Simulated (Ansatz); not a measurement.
# MnO$_{2}$: input and output of an SCF run

The cell (6 atoms) is MnO$_{2}$ as an experimental structure (space group P4_2/mnm). Source: COD entry 2105790, which need not be the ambient phase.

Theory: DFT, PBEsol+U, PAW, plane waves, scalar-relativistic (Ansatz development build ahead of 0.2.0).

The input:

```yaml
crystal:
  lattice:
    - [4.3983, 0.0, 0.0]
    - [0.0, 4.3983, 0.0]
    - [0.0, 0.0, 2.873]
  atoms:
    - { symbol: Mn, position: [0.0, 0.0, 0.0], spin: 4.5 }
    - { symbol: Mn, position: [0.5, 0.5, 0.5], spin: -4.5 }
    - { symbol: O, position: [0.30515, 0.30515, 0.0] }
    - { symbol: O, position: [0.19485, 0.80515, 0.5] }
    - { symbol: O, position: [0.69485, 0.69485, 0.0] }
    - { symbol: O, position: [0.80515, 0.19485, 0.5] }
magnetization:
  spin_polarized: true
hamiltonian:
  xc: pbesol
  pseudopotentials: { kind: paw }
  hubbard: { sites: [{ species: Mn, l: d, u_eff: 3.9 }] }
basis:
  ecutwfc: 420
kpoints:
  mp_grid: { grid: [5, 5, 7] }
scf:
  occupations: { method: gaussian, width: 0.03 }
  lower_state_search: "off"
output:
  forces: true
  stress: true
```

Output (shortened):

```
Mn: projections on atomic orbitals take those of the free atom [Ne] 3s2 3p6 3d5 4s2, of charge +0.00 (hamiltonian.pseudopotentials.projection_atoms); the dataset's partial waves leave at most 9.0e-7 of an orbital's norm unspanned inside its sphere
O: projections on atomic orbitals take those of the free atom [He] 2s2 2p4, of charge +0.00 (hamiltonian.pseudopotentials.projection_atoms); the dataset's partial waves leave at most 1.9e-8 of an orbital's norm unspanned inside its sphere
Pseudopotentials: kind: paw
Pseudopotential: Mn, paw, valence charge 15, recommended cutoff 420 eV (normal), Mn.paw.azcp
Pseudopotential: O, paw, valence charge 6, recommended cutoff 420 eV (normal), O.paw.azcp
Functional definition: PBEsol
Crystal: 6 atoms, lattice volume = 55.578 Å³
Basis set: ecut = 420 eV, 1073 PW (Γ), exchange–correlation on 60×60×40 points (8 copies of the dense FFT grid, shifted against one another)
Bands: 38, of which v1, the nominal top of the filled ones, is band 27 counted from 1 (26 counted from 0)
Symmetry: 8 space group operations
Space group: Cmmm (ITA 65), of the structure as read, at distance tolerance 3.8e-5 Å
Magnetic group: BNS 136.498 (UNI 1158), of the structure as read, at distance tolerance 3.8e-5 Å
k-points: 36 of 175
Non-local potential: Mn, projectors of the file, l = 0: 3, l = 1: 2, l = 2: 3, l = 3: 1
Non-local potential: O, projectors of the file, l = 0: 2, l = 1: 2, l = 2: 1
PAW frozen core: Mn, regenerated for the run's functional, and the local potential with it (the file was generated under x = pbe(κ = 0.804, μ = 0.2195149727645171), c = pbe(β = 0.06672455060314922))
PAW frozen core: O, regenerated for the run's functional, and the local potential with it (the file was generated under x = pbe(κ = 0.804, μ = 0.2195149727645171), c = pbe(β = 0.06672455060314922))
Initial density: superposition of atomic densities (chi_scale 0.1, normalization cell, long waves kept (reshape's long-wave potential 0.00 eV rms))
Starting moments: Σ|m| = 9 μB on 2 of 6 sites
Starting magnetic order: altermagnet, d-wave, planar spin-momentum locking; spin-degenerate planes through Γ normal to [0 1 0], [1 0 0] of the run's lattice
Initial wavefunctions: pseudopotential atomic-orbital guess
Functional: x = pbesol(κ = 0.804, μ = 0.12345679012345678), c = pbesol(β = 0.046)
SCF iter   1: F=—  HF=-9975.473241 eV  |F-HF|=—  |Δ(HF+E_count)|=         —  Δρ=9.40e-2 (↑9.40e-2 ↓9.40e-2)  dr2=1.62e1  dr2_m=5.60e-1  M=-0.000 μB ∫|m|=7.697 μB  β_m=0.30  ethr=3.10e-3  ⟨swp⟩=5.3  Hψ=9457  notcnv=0  defer=34
preconditioner: auto → Resta (q_TF=auto, 2.715 Å⁻¹)  ε∞=6.3  [insulator: Δε(μ)=0.061 eV  Ē_g=13.277 eV  σ=0.030 eV  W_gap=0.77  n_scr=18 (ndim 8)  ℏωp=30.7 eV  f_vac=0.000  D(μ)=2.05/eV (n_scr^D=10)  ε∞_Penn≈6.3]
spin=Collinear: Resta preconditioning applied to the charge; magnetization (m = ρ↑ − ρ↓) channel mixes plain (no charge-response kernel on spin).
SCF iter   2: F=—  HF=-9974.053938 eV  |F-HF|=—  |Δ(HF+E_count)|=    1.42e0  Δρ=6.07e-2 (↑6.07e-2 ↓6.07e-2)  dr2=1.66e0  dr2_m=1.18e0  M=0.000 μB ∫|m|=7.552 μB  β_m=0.30  ethr=3.10e-3  ⟨swp⟩=3.0  Hψ=6158  notcnv=0  defer=282
Mixer restart at iter 2: flushing history
spin-set hold released at iteration 2 (the charge has settled, or the pull on large starting moments outlasts its swing): the magnetisation degrees of freedom join the quasi-Newton model from the next iteration; the mixer history was flushed
SCF iter   3: F=—  HF=-9974.548313 eV  |F-HF|=—  |Δ(HF+E_count)|=   4.94e-1  Δρ=4.03e-2 (↑4.03e-2 ↓4.03e-2)  dr2=3.53e-1  dr2_m=6.39e-1  M=0.000 μB ∫|m|=7.411 μB  β_m=0.52  ethr=3.07e-3  ⟨swp⟩=2.2  Hψ=3837  notcnv=0  defer=284
SCF iter   4: F=—  HF=-9975.464544 eV  |F-HF|=—  |Δ(HF+E_count)|=   9.16e-1  Δρ=3.27e-2 (↑3.27e-2 ↓3.27e-2)  dr2=7.57e-1  dr2_m=3.04e-1  M=0.000 μB ∫|m|=6.943 μB  β_m=0.55  ethr=6.54e-4  ⟨swp⟩=2.6  Hψ=3922  notcnv=0  defer=284
SCF iter   5: F=—  HF=-9975.654721 eV  |F-HF|=—  |Δ(HF+E_count)|=   1.90e-1  Δρ=1.01e-2 (↑1.01e-2 ↓1.01e-2)  dr2=1.13e-2  dr2_m=4.40e-2  M=0.000 μB ∫|m|=6.531 μB  β_m=0.78  ethr=6.54e-4  ⟨swp⟩=3.0  Hψ=5914  notcnv=0  defer=286
SCF iter   6: F=—  HF=-9975.679466 eV  |F-HF|=—  |Δ(HF+E_count)|=   2.47e-2  Δρ=2.62e-3 (↑2.61e-3 ↓2.62e-3)  dr2=7.61e-3  dr2_m=1.16e-3  M=-0.000 μB ∫|m|=6.297 μB  β_m=0.86  ethr=2.10e-5  ⟨swp⟩=2.5  Hψ=4954  notcnv=0  defer=286
SCF iter   7: F=—  HF=-9975.681156 eV  |F-HF|=—  |Δ(HF+E_count)|=   1.69e-3  Δρ=8.93e-4 (↑8.93e-4 ↓8.87e-4)  dr2=1.21e-3  dr2_m=4.59e-5  M=0.000 μB ∫|m|=6.324 μB  β_m=0.82  ethr=1.41e-5  ⟨swp⟩=2.5  Hψ=4168  notcnv=0  defer=286
SCF iter   8: F=—  HF=-9975.680936 eV  |F-HF|=—  |Δ(HF+E_count)|=   2.20e-4  Δρ=2.13e-4 (↑2.13e-4 ↓1.85e-4)  dr2=3.26e-5  dr2_m=1.05e-5  M=-0.000 μB ∫|m|=6.323 μB  β_m=0.91  ethr=2.25e-6  ⟨swp⟩=2.0  Hψ=4021  notcnv=0  defer=286
SCF iter   9: F=—  HF=-9975.680959 eV  |F-HF|=—  |Δ(HF+E_count)|=   2.27e-5  Δρ=1.18e-4 (↑9.36e-5 ↓1.18e-4)  dr2=2.01e-5  dr2_m=6.58e-7  M=0.000 μB ∫|m|=6.320 μB  β_m=0.88  ethr=6.04e-8  ⟨swp⟩=2.3  Hψ=3957  notcnv=0  defer=286
SCF iter  10: F=—  HF=-9975.680959 eV  |F-HF|=—  |Δ(HF+E_count)|=   1.35e-7  Δρ=8.22e-5 (↑8.22e-5 ↓7.27e-5)  dr2=1.21e-5  dr2_m=2.08e-7  M=-0.000 μB ∫|m|=6.320 μB  β_m=0.69  ethr=3.72e-8  ⟨swp⟩=2.2  Hψ=4100  notcnv=0  defer=286
SCF iter  11: F=—  HF=-9975.680958 eV  |F-HF|=—  |Δ(HF+E_count)|=   1.38e-6  Δρ=2.04e-5 (↑2.04e-5 ↓1.85e-5)  dr2=7.00e-7  dr2_m=2.27e-8  M=-0.000 μB ∫|m|=6.319 μB  β_m=0.85  ethr=2.23e-8  ⟨swp⟩=1.5  Hψ=2931  notcnv=0  defer=286
SCF iter  12: F=-9975.680958 eV  HF=-9975.680958 eV  |F-HF|=1.30e-8  |Δ(HF+E_count)|=   1.57e-8  Δρ=4.73e-6 (↑4.51e-6 ↓4.73e-6)  dr2=3.51e-8  dr2_m=2.37e-9  M=-0.000 μB ∫|m|=6.319 μB  ethr=1.85e-10  ⟨swp⟩=2.9  Hψ=8792  notcnv=0
SCF 1 converged in 12 iterations: F = -9975.680958 eV  dr2 = 3.51e-8
  greatest PAW one-centre occupation: 1.000 electrons in one spin orbital (limit 2), on the Mn atom at site 1 (counted from 0), in its partial waves of l = 0
SCF converged after 12 iterations
Magnetization: -0.0000 μB (27.0000 up, 27.0000 down)
Absolute magnetization: 6.3374 μB (∫|ρ↑−ρ↓|, with the PAW one-centre terms)
Spin contamination: 3.0758 ħ² per cell (⟨S²⟩ above its minimum at these occupations)
Per-site moments (μB) at R_I (Å): [(2.5526, 0.7752), (-2.5526, 0.7752), (-0.0139, 0.7752), (0.0139, 0.7752), (-0.0139, 0.7752), (0.0139, 0.7752)]
Free energy (F): -9975.680958 eV
Harris-Foulkes:  -9975.680958 eV  (|F-HF|=1.30e-8)
Internal energy: -9975.680958 eV  (E = F + TS)
E sigma→0 (E₀):  -9975.680958 eV
Fermi energy:    10.634645 eV
--- Per-component energies (eV) ---
  E_band       = -602.187597
  E_kinetic    = 1296.222991
  E_local      = -5447.983469  (includes V_loc(G=0)·N_el)
  E_nonlocal   = 667.961246
  E_hartree    = 2133.422051
  E_xc         = -515.769684
  E_vxc        = -662.419811  (∫ρ·V_xc dr)
  E_hubbard    = 5.105584  (on-site DFT+U / exact-exchange correction)
  E_vhub       = -9.321903  (the Hubbard potential's part of the band-sum identity)
  E_paw        = -3137.173755  (= ΣΔE_a)
  E_vpaw       = -713.488457  (= ΣTr[D̂ρ^β])
  E_aug_tail   = 0.009828  (compensation charges beyond the density's cutoff)
  E_ewald      = -4977.956202
  E_core_change = 0.480452  (= ΣΔE_core)
  E_smearing   = -0.000000  (= −TS)
  E_closure    = -0.000000  (closes the sum)
  Σ components = -9975.680958   (vs F -9975.680958, Δ=0.00e0)
--- Forces (eV/Å), atoms counted from 1 ---
  atom   1  Mn    -0.00000000    -0.00000000     0.00000000
  atom   2  Mn     0.00000000     0.00000000     0.00000000
  atom   3  O     -0.01575478    -0.01575478     0.00000000
  atom   4  O      0.01575076    -0.01575076     0.00000000
  atom   5  O      0.01575478     0.01575478     0.00000000
  atom   6  O     -0.01575076     0.01575076     0.00000000
  max |Σ_I F_I| component: 0.00e0 eV/Å
--- Stress (GPa, compression-positive) ---
       -1.321183       0.000154       0.000000
        0.000154      -1.321183       0.000000
        0.000000       0.000000       2.172219
  P = ⅓ Tr σ = -0.1567 GPa (-1.567 kbar)
```

Among 17 converged runs of this cell from various starts and settings, this end is the lowest found.

The log names the space group Cmmm, not the crystal's P4_2/mnm, as the starting moments make like atoms unequal.

A static U favours moments and orbital order; the result depends on U and need not be the measured state. The mesh is too coarse to rank close states of a metal with certainty: differences of some tens of meV/atom may change, at times in sign.

The run took 5.2 s on 2 threads of Arm Neoverse V2 (shared host), peak memory 0.46 GiB.
